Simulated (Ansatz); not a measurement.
SiO$_{2}$ in space group P4_2/nmc (No. 137; Si on 2a, O on 4d), plane-wave PAW PBEsol (Ansatz code), all energies at zero smearing, with the estimated change up to a 700 eV cutoff added, with one set of potentials and settings (totals compare only within such a set). Cell of 6 atoms (2 Si, 4 O): -3491.915 eV.

```
element                            reference phase  E (eV/atom)
-------  -----------------------------------------  -----------
Si                      Fd-3m, 2 atoms in the cell    -621.4920
O        C2/m, 4 atoms in the cell, spin-polarised    -558.3554
```

Formation energy per atom, worked out: (-3491.915 − 2×(-621.4920) − 4×(-558.3554))/6 = -2.585 eV/atom (-249 kJ per mol of atoms), at 0 K, without zero-point energy or fitted corrections.

The cell is a constructed one: a structure type filled with these elements; neither database checked (COD, Materials Project) lists it. It is not the phase usual at ambient conditions (space group No. 92, 152, 154). The cell was relaxed with PBEsol under the symmetry of its start; of distortions, only those at the zone centre were tested. The references are the lowest solids computed at this level, not always the standard phases (solids in place of the gases).

Potentials: the later of the program's two PAW sets.
